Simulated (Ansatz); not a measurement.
SiGe:
```
SiGe
1.0
    1.96053     1.13191     6.39185
   -1.96053     1.13191     6.39185
    0.00000    -2.26383     6.39185
Si Ge
2 2
Direct
  0.93885   0.93885   0.93885
  0.06115   0.06115   0.06115
  0.43593   0.43593   0.43593
  0.56407   0.56407   0.56407
```

Relaxed with PBEsol. Special points in fractions of this cell's reciprocal vectors: Γ (0.000, 0.000, 0.000); T (0.500, 0.500, 0.500); H2 (0.812, 0.188, 0.500); H0 (0.500, -0.188, 0.188); L (0.500, 0.000, 0.000); S0 (0.344, -0.344, 0.000); S2 (0.656, 0.000, 0.344); F (0.500, 0.000, 0.500).

Task: List the band energies nearest the valence-band maximum at these points for plane-wave PAW PBEsol (Ansatz code).

Result: In eV from the valence-band maximum; about four levels below and three above (degenerate sets whole), none deeper than 8.9 eV; points with the same levels are listed once.

```json
[
 {"k": "Γ", "below": "-1.31 -1.31 -0.05 0.00 0.00", "above": "0.88 1.64 2.51 2.51"},
 {"k": "T", "below": "-0.83 -0.83 -0.83 -0.83", "above": "1.28 1.35 3.45 3.45"},
 {"k": "H2", "below": "-4.23 -4.23 -2.51 -2.35", "above": "1.46 2.06 5.08"},
 {"k": "L", "below": "-3.69 -3.63 -2.36 -2.28", "above": "1.39 1.45 4.38"},
 {"k": "S0", "below": "-4.49 -4.04 -2.69 -2.29", "above": "1.31 3.25 3.37"},
 {"k": "F", "below": "-2.99 -2.98 -1.31 -1.29", "above": "0.32 0.67 1.20"}
]
```

Space group R-3m. The start of the workflow was typed in or built on a structure type; neither database checked (COD, Materials Project) lists it. Whether it is the stable phase at ambient conditions was not checked. The cell was relaxed with PBEsol under the symmetry of its start; whether a distortion lowers the energy is not shown. Spin–orbit coupling is left out wherever it is not named.

Potentials: the later of the program's two PAW sets.
